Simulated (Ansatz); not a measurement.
GaN with Pb replacing Ga: gradients before and after relaxing the atoms

Start: a supercell of GaN (wurtzite type, P6_3mc) built from an entry of the Crystallography Open Database (COD) (the entry's cell lengths or inner coordinates differ somewhat from later room-temperature determinations), with all atoms left at the host's positions.

```cif
data_Ga15PbN16
_symmetry_space_group_name_H-M 'P3m1'
_symmetry_Int_Tables_number 156
_cell_length_a 6.3600
_cell_length_b 6.3600
_cell_length_c 10.3320
_cell_angle_alpha 90.000
_cell_angle_beta 90.000
_cell_angle_gamma 120.000
loop_
_atom_site_label
_atom_site_type_symbol
_atom_site_symmetry_multiplicity
_atom_site_Wyckoff_symbol
_atom_site_fract_x
_atom_site_fract_y
_atom_site_fract_z
Pb Pb 1 a 0.0000 0.0000 0.0000
Ga2 Ga 1 a 0.0000 0.0000 0.5000
Ga3 Ga 3 d 0.0000 0.5000 0.0000
Ga4 Ga 3 d 0.0000 0.5000 0.5000
Ga9 Ga 3 d 0.1667 0.8333 0.2500
Ga10 Ga 3 d 0.1667 0.8333 0.7500
Ga15 Ga 1 c 0.6667 0.3333 0.2500
Ga16 Ga 1 c 0.6667 0.3333 0.7500
N17 N 1 a 0.0000 0.0000 0.1875
N18 N 1 a 0.0000 0.0000 0.6875
N19 N 3 d 0.0000 0.5000 0.1875
N20 N 3 d 0.0000 0.5000 0.6875
N25 N 3 d 0.1667 0.8333 0.4375
N26 N 3 d 0.1667 0.8333 0.9375
N31 N 1 c 0.6667 0.3333 0.4375
N32 N 1 c 0.6667 0.3333 0.9375
```

One atom of each set is listed.

All values are calculated (Ansatz; DFT, PBE, plane waves and PAW, scalar-relativistic, 420 eV cutoff, Γ-centred 4×4×2 k-points, Fermi–Dirac smearing 0.01 eV, cell charge -1), not measured.

The largest force at the start is 5.9 eV/Å. Relaxing the ions at fixed cell moves them by 0.833 Å at most (atom 17, N) and 0.183 Å rms.

| site | moved (Å) | first shell before | first shell after | V_zz before (10²¹ V/m²) | η before |
| --- | --- | --- | --- | --- | --- |
| Pb | 0.206 | 4 N at 1.94–1.95 Å | 4 N at 2.22–2.56 Å | -2.41 | 0.00 |
| Ga2 | 0.225 | 4 N at 1.94–1.95 Å | 5 N at 1.95–2.17 Å | -0.047 | 0.00 |
| Ga3 | 0.073 | 4 N at 1.94–1.95 Å | 4 N at 1.90–1.97 Å | -0.70 | 0.46 |
| Ga4 | 0.025 | 4 N at 1.94–1.95 Å | 4 N at 1.89–1.95 Å | -0.12 | 0.40 |
| Ga9 | 0.094 | 4 N at 1.94–1.95 Å | 4 N at 1.89–1.96 Å | 0.56 | 0.83 |
| Ga10 | 0.113 | 4 N at 1.94–1.95 Å | 4 N at 1.90–1.94 Å | 0.33 | 0.43 |
| Ga15 | 0.062 | 4 N at 1.94–1.95 Å | 4 N at 1.95 Å | -0.55 | 0.00 |
| N17 | 0.833 | 1 Pb at 1.94 Å, 3 Ga at 1.95 Å | 4 Ga at 1.89–2.17 Å; also 1 Pb at 2.56 Å | 0.54 | 0.00 |
| N18 | 0.109 | 4 Ga at 1.94–1.95 Å | 4 Ga at 1.94–2.05 Å | 0.043 | 0.00 |
| N19 | 0.036 | 4 Ga at 1.94–1.95 Å | 4 Ga at 1.95–1.97 Å | 0.072 | 0.70 |
| N20 | 0.040 | 4 Ga at 1.94–1.95 Å | 4 Ga at 1.91–1.94 Å | 0.055 | 0.40 |
| N25 | 0.122 | 4 Ga at 1.94–1.95 Å | 4 Ga at 1.89–1.95 Å | 0.20 | 0.12 |
| N26 | 0.211 | 3 Ga at 1.94–1.95 Å, 1 Pb at 1.95 Å | 3 Ga at 1.90 Å, 1 Pb at 2.22 Å | 0.55 | 0.02 |

**Question.** What are V_zz and η after the relaxation?

**Answer.** 

```csv
site,V_zz after,η after,change of V_zz
Pb,-12.53,0.00,-10.12
Ga2,1.46,0.00,+1.51
Ga3,3.98,0.40,+4.68
Ga4,1.53,0.42,–
Ga9,-4.61,0.17,–
Ga10,-2.58,0.75,-2.91
Ga15,0.32,0.00,+0.87
N17,-5.63,0.00,-6.17
N18,-0.71,0.00,-0.75
N19,0.32,0.51,–
N20,-0.66,0.39,-0.72
N25,-2.07,0.27,–
N26,-2.32,0.08,-2.87
```

The largest change of V_zz along a kept axis is on Pb, from -2.41 to -12.53. Small gradients that grow severalfold: Ga10 (0.33 to -2.58), N25 (0.20 to -2.07), Ga4 (-0.12 to 1.53), Ga2 (-0.047 to 1.46). On Ga3, Ga10 V_xx and V_yy change places (or their axes turn by over 50°), so the two values of η hide a larger change. V_zz changes sign on Ga3 (axis turned by 13°), Ga15 (same axis), N26 (same axis), N17 (same axis), Ga10 (axis turned by 31°), N20 (axis turned by 39°), Ga2 (same axis), N18 (same axis). On Ga9, N25, Ga4, N19 the largest principal value lies along another axis in the second run, so the two V_zz can't be compared directly. The table leaves out 3 of the 16 sites, with |V_zz| up to 0.48; their tensors move by 0.46 at most along any direction. The statements above cover all sites. The electronic state changes along with the positions (a gap opens), so the changes aren't those of geometry alone. The host's own positions weren't relaxed first, so part of the change far from the defect can be the host's relaxation.

The defect repeats with the cell of 32 atoms, so it feels its images: sites between two images don't show the values beside a lone defect, and zeros or small values of η there can come from the images' arrangement. Ga and N carry a gradient in the pure host already, so the values there aren't the defect's effect alone. A uniform background compensates the cell's charge. Spin–orbit coupling is left out, which shifts gradients on Pb by a few per cent in wide-gap crystals, and can shift them far more where the calculated gap is small or absent, as here.
Before: The run isn't spin-polarised, and a state with spin may lie lower. The defect cell has no gap above 0.1 eV on its mesh, so the values can hang on the smearing and the k-mesh. The cell keeps the host's lattice, where the PBE pressure is 18 GPa (in a charged cell this depends on the convention for the mean potential). The neighbours have not yet relaxed around the defect (largest force 5.9 eV/Å), so the values at and beside it are those of a strained start, not of the defect in a real crystal.
After: The relaxation keeps the site symmetry 3m of the start, so the impurity can move only along its axis; a start off the site could end lower. With a gap of 0.6 eV on this mesh, small gradients can still move by 0.1 × 10²¹ V/m² or more as the k-mesh gets denser. The cell keeps the host's lattice, where the PBE pressure is 14 GPa (in a charged cell this depends on the convention for the mean potential).
